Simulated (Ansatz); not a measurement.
Input:

RbBr:
```cif
data_BrRb
_chemical_formula_sum 'Rb1 Br1'
_space_group_name_H-M_alt 'P 1'
_space_group_IT_number 1
_cell_length_a 4.12798
_cell_length_b 4.12798
_cell_length_c 4.12798
_cell_angle_alpha 90.000
_cell_angle_beta 90.000
_cell_angle_gamma 90.000
loop_
_space_group_symop_operation_xyz
  'x, y, z'
loop_
_atom_site_label
_atom_site_type_symbol
_atom_site_fract_x
_atom_site_fract_y
_atom_site_fract_z
_atom_site_occupancy
Rb1 Rb 0.00000 0.00000 0.00000 1
Br1 Br 0.50000 0.50000 0.50000 1
```

This is the r²SCAN-relaxed structure.

Q: All from plane-wave PAW r²SCAN (Ansatz code), unless another level is named. Estimate the gap with spin–orbit coupling.

A: 4.79 eV.

Q: Give the band gap.

A: 4.82 eV (indirect).

Q: Predict the HSE06 gap on the r²SCAN cell.

A: 5.26 eV.

Space group Pm-3m (CsCl type). The first step of the workflow began from a Materials Project structure, measured or hypothetical; the Crystallography Open Database copy checked does not list it. COD files the formula under space group No. 225. Whether it is the stable phase at ambient conditions was not checked. The r²SCAN relaxation kept the symmetry of its start; its stability against distortions is not shown here. Spin–orbit coupling is left out wherever it is not named.

Potentials: the later of the program's two PAW sets.
